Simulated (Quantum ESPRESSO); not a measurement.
## Rh2Ag4TaIn (input and log of a self-consistent run)

A calculation, not a measurement. The program is pw.x of Quantum ESPRESSO 7.5 (plane-wave density functional theory). The cell is made up: eight metal atoms on a face-centred cubic lattice, with elements, volume, strain and displacements drawn at random and not relaxed, so it may be unstable or far from any real phase. PseudoDojo standard norm-conserving files set the functional (PBE unless stated); there is no spin polarisation or spin-orbit coupling, the Fermi-Dirac width of 0.25 eV means electrons at about 2900 K, and the masses in the input are unused placeholders. Heavy elements are run without spin-orbit coupling, which real alloys of them have. A spin test at this wide smearing found no moment, but such smearing suppresses magnetism that the real alloy may have.

Input:

```
&control calculation='scf', pseudo_dir='./dojo.nc.sr.pbe.v0_5.standard.upf', outdir='./o', disk_io='minimal', tprnfor=.true., tstress=.true. /
&system ibrav=0, nat=8, ntyp=4, nbnd=80, ecutwfc=87.97787729, nosym=.true., tot_charge=0,
 occupations='smearing', smearing='fd', degauss=0.0183746611
/
&electrons conv_thr=1.470e-08, electron_maxstep=70, mixing_beta=0.5 /
ATOMIC_SPECIES
Ag 1.0 Ag.upf
In 1.0 In.upf
Rh 1.0 Rh.upf
Ta 1.0 Ta.upf
CELL_PARAMETERS angstrom
2.0733 4.1467 2.0733
2.0733 -4.1467 2.0733
2.0733 0.0 -6.22
ATOMIC_POSITIONS angstrom
Rh 0.1602 -0.0327 0.0156
Ag 1.995 -2.1567 -0.0361
Ta 2.0965 0.1074 -2.063
Ag 4.1022 -2.0856 -2.0102
In 2.1459 -0.08 2.0561
Rh 2.0079 2.0353 -0.0564
Ag 4.0232 0.0832 -0.028
Ag 4.1964 2.1331 -2.0874
K_POINTS automatic
5 5 4 1 1 1
```

The log is shortened where brackets say so; the opening notice, blank lines, dates and the lines on written files are dropped, and the path of the files is cut. It prints rydbergs, bohrs and kilobars, and counts compression as positive stress. Its total energy is the free energy E - TS of the whole cell.

```
     Program PWSCF v.7.5
     Parallel version (MPI & OpenMP), running on       4 processor cores
     Number of MPI processes:                 4
     Threads/MPI process:                     1
     [start-up lines left out]
     bravais-lattice index     =            0
     lattice parameter (alat)  =       9.5972  a.u.
     unit-cell volume          =     962.3183 (a.u.)^3
     number of atoms/cell      =            8
     number of atomic types    =            4
     number of electrons       =       136.00
     number of Kohn-Sham states=           80
     kinetic-energy cutoff     =      87.9779  Ry
     charge density cutoff     =     351.9115  Ry
     scf convergence threshold =      1.5E-08
     mixing beta               =       0.5000
     number of iterations used =            8  plain     mixing
     Exchange-correlation= PBE
                           (   1   4   3   4   0   0   0)
     [axes and pseudopotential details left out]
   Cartesian axes
     site n.     atom                  positions (alat units)
         1        Rh     tau(   1) = (   0.0315441  -0.0064388   0.0030717  )
         2        Ag     tau(   2) = (   0.3928241  -0.4246635  -0.0071082  )
         3        Ta     tau(   3) = (   0.4128099   0.0211475  -0.4062136  )
         4        Ag     tau(   4) = (   0.8077409  -0.4106637  -0.3958171  )
         5        In     tau(   5) = (   0.4225370  -0.0157523   0.4048550  )
         6        Rh     tau(   6) = (   0.3953642   0.4007594  -0.0111054  )
         7        Ag     tau(   7) = (   0.7921855   0.0163824  -0.0055133  )
         8        Ag     tau(   8) = (   0.8262893   0.4200166  -0.4110181  )
     number of k points=    50  Fermi-Dirac smearing, width (Ry)=  0.0184
                       cart. coord. in units 2pi/alat
        k(    1) = (   0.2602623   0.0000000  -0.0153094), wk =   0.0400000
        k(    2) = (   0.4133560   0.0000000  -0.1684031), wk =   0.0400000
     [further k points left out]
     Dense  grid:   107301 G-vectors     FFT dimensions: (  60,  60,  75)
     Estimated max dynamical RAM per process >     415.78 MB
     Estimated total dynamical RAM >       1.55 GB
     Initial potential from superposition of free atoms
     starting charge     135.9921, renormalised to     136.0000
     Starting wfcs are   79 randomized atomic wfcs +    1 random wfcs
     total cpu time spent up to now is        5.5 secs
     per-process dynamical memory:   316.6 Mb
     Self-consistent Calculation
     iteration #  1     ecut=    87.98 Ry     beta= 0.50
     Davidson diagonalization with overlap
     ethr =  1.00E-02,  avg # of iterations =  3.0
     Threshold (ethr) on eigenvalues was too large:
     Diagonalizing with lowered threshold
     Davidson diagonalization with overlap
     ethr =  8.47E-04,  avg # of iterations =  1.0
     total cpu time spent up to now is       30.7 secs
     total energy              =   -1971.83096123 Ry
     estimated scf accuracy    <       1.17401522 Ry
     iteration #  2     ecut=    87.98 Ry     beta= 0.50
     Davidson diagonalization with overlap
     ethr =  8.63E-04,  avg # of iterations =  2.3
     total cpu time spent up to now is       45.9 secs
     total energy              =   -1971.29382347 Ry
     estimated scf accuracy    <       8.92034531 Ry
     iteration #  3     ecut=    87.98 Ry     beta= 0.50
     Davidson diagonalization with overlap
     ethr =  8.63E-04,  avg # of iterations =  2.1
     total cpu time spent up to now is       59.4 secs
     total energy              =   -1972.19354886 Ry
     estimated scf accuracy    <       2.20186675 Ry
     iteration #  4     ecut=    87.98 Ry     beta= 0.50
     Davidson diagonalization with overlap
     ethr =  8.63E-04,  avg # of iterations =  2.0
     total cpu time spent up to now is       71.6 secs
     total energy              =   -1972.34845937 Ry
     estimated scf accuracy    <       0.06957284 Ry
     iteration #  5     ecut=    87.98 Ry     beta= 0.50
     Davidson diagonalization with overlap
     ethr =  5.12E-05,  avg # of iterations =  2.0
     total cpu time spent up to now is       84.9 secs
     total energy              =   -1972.34819045 Ry
     estimated scf accuracy    <       0.11668822 Ry
     [iterations 6 to 8 left out]
     iteration #  9     ecut=    87.98 Ry     beta= 0.50
     Davidson diagonalization with overlap
     ethr =  1.35E-07,  avg # of iterations =  2.2
     total cpu time spent up to now is      136.2 secs
     total energy              =   -1972.36056012 Ry
     estimated scf accuracy    <       0.00006237 Ry
     iteration # 10     ecut=    87.98 Ry     beta= 0.50
     Davidson diagonalization with overlap
     ethr =  4.59E-08,  avg # of iterations =  2.0
     total cpu time spent up to now is      148.5 secs
     total energy              =   -1972.36056756 Ry
     estimated scf accuracy    <       0.00001028 Ry
     iteration # 11     ecut=    87.98 Ry     beta= 0.50
     Davidson diagonalization with overlap
     ethr =  7.56E-09,  avg # of iterations =  1.9
     total cpu time spent up to now is      160.7 secs
     total energy              =   -1972.36056823 Ry
     estimated scf accuracy    <       0.00000060 Ry
     iteration # 12     ecut=    87.98 Ry     beta= 0.50
     Davidson diagonalization with overlap
     ethr =  4.40E-10,  avg # of iterations =  4.0
     total cpu time spent up to now is      175.5 secs
     total energy              =   -1972.36056832 Ry
     estimated scf accuracy    <       0.00000024 Ry
     iteration # 13     ecut=    87.98 Ry     beta= 0.50
     Davidson diagonalization with overlap
     ethr =  1.75E-10,  avg # of iterations =  2.0
     total cpu time spent up to now is      188.7 secs
     End of self-consistent calculation
     [lines on levels left out]
!    total energy              =   -1972.36056835 Ry
     estimated scf accuracy    <       0.00000001 Ry
     smearing contrib. (-TS)   =      -0.09074128 Ry
     internal energy E=F+TS    =   -1972.26982708 Ry
     The total energy is F=E-TS. E is the sum of the following terms:
     one-electron contribution =    -715.04731467 Ry
     hartree contribution      =     436.81591029 Ry
     xc contribution           =    -330.39824374 Ry
     ewald contribution        =   -1363.64017896 Ry
     convergence has been achieved in  13 iterations
     Forces acting on atoms (cartesian axes, Ry/au):
     atom    1 type  3   force =     0.00274373    0.00853948   -0.03487188
     atom    2 type  1   force =     0.01569492    0.01222180   -0.00591663
     atom    3 type  4   force =    -0.07318745   -0.01418298    0.06731748
     atom    4 type  1   force =     0.01260283    0.00736868   -0.01155786
     atom    5 type  2   force =     0.00083046    0.01019794    0.00448010
     atom    6 type  3   force =     0.02595460    0.00341282   -0.02246127
     atom    7 type  1   force =     0.03259652   -0.02054802   -0.00691431
     atom    8 type  1   force =    -0.01723561   -0.00700972    0.00992437
     Total force =     0.124318     Total SCF correction =     0.000287
     Computing stress (Cartesian axis) and pressure
          total   stress  (Ry/bohr**3)                   (kbar)     P=      -37.83
  -0.00022789  -0.00004063   0.00007410          -33.52       -5.98       10.90
  -0.00004063  -0.00021530  -0.00007122           -5.98      -31.67      -10.48
   0.00007410  -0.00007122  -0.00032833           10.90      -10.48      -48.30
     init_run     :      5.06s CPU      5.38s WALL (       1 calls)
     electrons    :    178.12s CPU    183.30s WALL (       1 calls)
     forces       :      2.06s CPU      2.09s WALL (       1 calls)
     stress       :      7.15s CPU      7.32s WALL (       1 calls)
     [timing details left out]
     PWSCF        :   3m12.51s CPU   3m18.24s WALL
     JOB DONE.
```

In other units: free energy -26835.333 eV for the cell, pressure -3.78 GPa, largest force component 1.882 eV/Å in size. The run took 200 s of wall time with four MPI processes on a shared machine (Intel Xeon, 2023 or later, virtual cores), so the time is rough. A rerun of this cell at a higher cutoff and on a denser mesh moved values by no more than 0.003 eV in energy, 0.03 GPa in stress and 0.003 eV/Å in force, and a second program with other atomic files agreed on that cell to 2 % rms in force and 0.5 GPa in pressure.